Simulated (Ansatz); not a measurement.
A geometry of Cu away from equilibrium: step 13 of the relaxation of a generated cell, Cu built in the AFLOW prototype A_hR2_166_c (A7, as in As). Computed with r2SCAN (plane waves to 500 eV, PAW, scalar-relativistic; Ansatz, a first-principles code). Γ-centred k-mesh 13×13×13 on the run's cell (coarser than for final values), Fermi–Dirac smearing 0.05 eV.

```
Cu
1.0
    1.28934     0.74440     3.88401
   -1.28934     0.74440     3.88401
    0.00000    -1.48881     3.88401
Cu
2
Direct
  0.25000   0.25000   0.25000
  0.75000   0.75000   0.75000
```

Q: Which atoms carry the largest force, and which way does it point?

A: No atom: all forces are below 0.005 eV/Å; only the cell is out of equilibrium.

Q: What is the pressure?

A: +5.1 GPa, compression positive.

Q: How much energy per atom can still be gained by relaxing?

A: 0.04 eV/atom; the path ends in Fm-3m (No. 225) (fcc (Cu type)).

No spin polarisation in the result.

The run could not lose the symmetry of its start.
